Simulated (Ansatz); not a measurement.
Rb3NaW2O8:
```cif
data_NaO8Rb3W2
_chemical_formula_sum 'Rb3 Na1 W2 O8'
_space_group_name_H-M_alt 'P 1'
_space_group_IT_number 1
_cell_length_a 6.14830
_cell_length_b 6.14830
_cell_length_c 7.90222
_cell_angle_alpha 90.000
_cell_angle_beta 90.000
_cell_angle_gamma 120.000
loop_
_space_group_symop_operation_xyz
  'x, y, z'
loop_
_atom_site_label
_atom_site_type_symbol
_atom_site_fract_x
_atom_site_fract_y
_atom_site_fract_z
_atom_site_occupancy
Rb1 Rb 0.00000 0.00000 0.50000 1
Rb2 Rb 0.66667 0.33333 0.15791 1
Rb3 Rb 0.33333 0.66667 0.84209 1
Na1 Na 0.00000 0.00000 0.00000 1
W1 W 0.66667 0.33333 0.72206 1
W2 W 0.33333 0.66667 0.27794 1
O1 O 0.82290 0.64580 0.80400 1
O2 O 0.17710 0.35420 0.19600 1
O3 O 0.35420 0.17710 0.80400 1
O4 O 0.64580 0.82290 0.19600 1
O5 O 0.82290 0.17710 0.80400 1
O6 O 0.17710 0.82290 0.19600 1
O7 O 0.66667 0.33333 0.49811 1
O8 O 0.33333 0.66667 0.50189 1
```

Relaxed with r²SCAN.

### Question
Which orbitals make up the states near the band edges in r²SCAN in the plane-wave PAW code Ansatz?

### Answer
Top 1 eV of the valence band: O 2p 96 %. Bottom 1 eV of the conduction band: W 5d 53 %, O 2p 33 %, outside the projected shells 6 %. Projections are on Löwdin-orthogonalised atomic valence shells; empty p or d shells of many metals are not among them.

### Question
Tabulate the density of states.

### Answer
States/eV per cell of 14 atoms, in 0.25 eV bins, energy from the valence-band maximum.

```tsv
E (eV)	total	O 2p	W 5d	Rb 5s
-7.90	8.00	0.14	0.02	0.01
-7.65	0.00	0.00	0.00	0.00
-7.40	0.00	0.00	0.00	0.00
-7.15	0.00	0.00	0.00	0.00
-6.90	0.00	0.00	0.00	0.00
-6.65	0.00	0.00	0.00	0.00
-6.40	0.00	0.00	0.00	0.00
-6.15	0.00	0.00	0.00	0.00
-5.90	0.00	0.00	0.00	0.00
-5.65	0.00	0.00	0.00	0.00
-5.40	0.00	0.00	0.00	0.00
-5.15	0.00	0.00	0.00	0.00
-4.90	0.00	0.00	0.00	0.00
-4.65	0.00	0.00	0.00	0.00
-4.40	0.00	0.00	0.00	0.00
-4.15	0.00	0.00	0.00	0.00
-3.90	0.00	0.00	0.00	0.00
-3.65	0.00	0.00	0.00	0.00
-3.40	5.69	3.49	1.50	0.21
-3.15	16.68	10.39	4.75	0.47
-2.90	42.18	26.20	13.44	0.11
-2.65	15.45	9.40	5.42	0.01
-2.40	0.68	0.57	0.02	0.00
-2.15	6.81	5.80	0.13	0.02
-1.90	8.51	7.34	0.08	0.02
-1.65	0.00	0.00	0.00	0.00
-1.40	0.00	0.00	0.00	0.00
-1.15	5.21	4.83	0.04	0.08
-0.90	18.84	17.72	0.06	0.16
-0.65	23.87	22.54	0.06	0.14
-0.40	14.34	13.99	0.02	0.02
-0.15	33.03	32.45	0.03	0.01
0.10	0.71	0.70	0.00	0.00
0.35	0.00	0.00	0.00	0.00
0.60	0.00	0.00	0.00	0.00
0.85	0.00	0.00	0.00	0.00
1.10	0.00	0.00	0.00	0.00
1.35	0.00	0.00	0.00	0.00
1.60	0.00	0.00	0.00	0.00
1.85	0.00	0.00	0.00	0.00
2.10	0.00	0.00	0.00	0.00
2.35	0.00	0.00	0.00	0.00
2.60	0.00	0.00	0.00	0.00
2.85	0.00	0.00	0.00	0.00
3.10	0.00	0.00	0.00	0.00
3.35	0.00	0.00	0.00	0.00
3.60	0.00	0.00	0.00	0.00
3.85	0.00	0.00	0.00	0.00
4.10	0.00	0.00	0.00	0.00
4.35	0.00	0.00	0.00	0.00
4.60	0.00	0.00	0.00	0.00
4.85	0.00	0.00	0.00	0.00
5.10	0.00	0.00	0.00	0.00
5.35	0.00	0.00	0.00	0.00
5.60	0.07	0.00	0.00	0.04
5.85	19.47	6.35	10.56	0.80
6.10	13.38	4.76	7.44	0.33
6.35	0.83	0.07	0.08	0.37
6.60	1.04	0.07	0.09	0.45
6.85	1.69	0.18	0.34	0.51
7.10	8.64	1.93	3.64	0.78
7.35	17.91	4.69	7.81	0.87
7.60	13.86	3.89	6.13	0.50
7.85	10.06	2.91	4.55	0.34
8.10	4.68	0.83	0.85	0.98
8.35	3.75	0.43	0.34	0.59
8.60	0.99	0.07	0.03	0.23
8.85	5.16	0.27	0.10	1.45
9.10	7.95	0.36	0.17	1.36
9.35	9.66	0.51	0.36	1.29
9.60	6.48	0.30	0.28	1.36
9.85	6.29	0.19	0.26	0.82
10.10	9.38	0.27	0.44	0.96
10.35	5.39	0.12	0.23	0.32
```

Space group P-3m1. The workflow started from a Materials Project entry (that database holds measured and hypothetical structures alike); the Crystallography Open Database copy checked does not list it. Its standing as an ambient phase is unchecked. Symmetry was held in the r²SCAN relaxation; its stability against distortions is not shown here. The run is not spin-polarised. No Hubbard U is applied. Spin–orbit coupling is left out wherever it is not named.

Potentials: the later of the program's two PAW sets.
